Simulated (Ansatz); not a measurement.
HfN:
```
CELL_PARAMETERS angstrom
      0.00000     2.27381     2.27381
      2.27381     0.00000     2.27381
      2.27381     2.27381     0.00000
ATOMIC_POSITIONS crystal
  Hf 0.00000 0.00000 0.00000
  N  0.50000 0.50000 0.50000
```

Relaxed with PBE. Special points in fractions of this cell's reciprocal vectors: Γ (0.000, 0.000, 0.000); X (0.500, 0.000, 0.500); U (0.625, 0.250, 0.625); K (0.375, 0.375, 0.750); L (0.500, 0.500, 0.500); W (0.500, 0.250, 0.750).

### Question
List the band energies nearest the Fermi level at these points for PBE in the plane-wave PAW code Ansatz.

### Answer
In eV from the Fermi level; about four levels below and three above (degenerate sets whole), none deeper than 8.9 eV; … stands for higher levels left out; points with the same levels are listed once.

```json
[
 {"k": "Γ", "below": "-2.96 -2.96 -2.96 -0.38 -0.38 -0.38", "above": "1.55 …"},
 {"k": "X", "below": "-5.47 -3.77 -3.67 -3.67", "above": "3.96 5.31 5.33 5.33"},
 {"k": "U", "below": "-6.31 -5.57 -4.93 -0.85", "above": "3.74 4.30 5.77"},
 {"k": "L", "below": "-8.82 -6.15 -6.15", "above": "3.13 3.56 3.56"},
 {"k": "W", "below": "-6.09 -5.49 -5.49", "above": "1.08 1.08 5.30"}
]
```

Space group Fm-3m (rock salt). The cell was relaxed with PBE under the symmetry of its start; of distortions, only those at the zone centre were tested. No spin polarisation was allowed. With an odd number of electrons in the cell and no spin polarisation, the count alone makes it a metal. Scalar-relativistic: spin–orbit coupling is off unless named, which matters more the heavier the elements.

Potentials: the later of the program's two PAW sets.
